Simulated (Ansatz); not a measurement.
Structures of Pt2I: which is lowest?

Plane-wave DFT in Ansatz with scalar-relativistic PAW potentials, cutoff 420 eV, Γ-centred meshes chosen by cell and gap, Gaussian smearing with energies taken to zero width. Every cell was relaxed (cell and atoms) in a run of its own, within the symmetry of its start. Functional: PBE.

Relaxed structures (starts from databases or built by putting these elements on another compound's sites):
A. I4/mmm, 3 atoms in the computed cell, a = 3.656 Å, c = 8.600 Å; sites (symmetry × multiplicity) Pt 4mm × 4, I 4/mmm × 2; start: built
B. R-3m, 3 atoms in the computed cell, a = 3.622 Å, c = 16.598 Å; sites (symmetry × multiplicity) Pt 3m × 6, I -3m × 3; start: built

**Question.** Rank them by energy. Could pressure change the order?

**Answer.**
| structure | group | E − E(lowest) (meV/atom) | V (Å³/atom) | gap on mesh (eV) |
| --- | --- | --- | --- | --- |
| B | R-3m | 0.0 | 20.95 | 0.00 |
| A | I4/mmm | 26.6 | 19.16 | 0.00 |

B is lowest, 27 meV/atom under A. A is denser by 1.79 Å³/atom, so pressure favours it: ΔE/ΔV, with ΔE in eV and 1 eV/Å³ = 160.2 GPa, gives about 2.4 GPa for equal enthalpy if both cells were rigid, a rough figure since the two compress differently. Other structures may lie lower than all of these, and vibrations aren't counted.

Spin-orbit coupling is left out, which matters for the bands of heavy elements. Spin polarisation was left out, and a magnetic state may lie lower.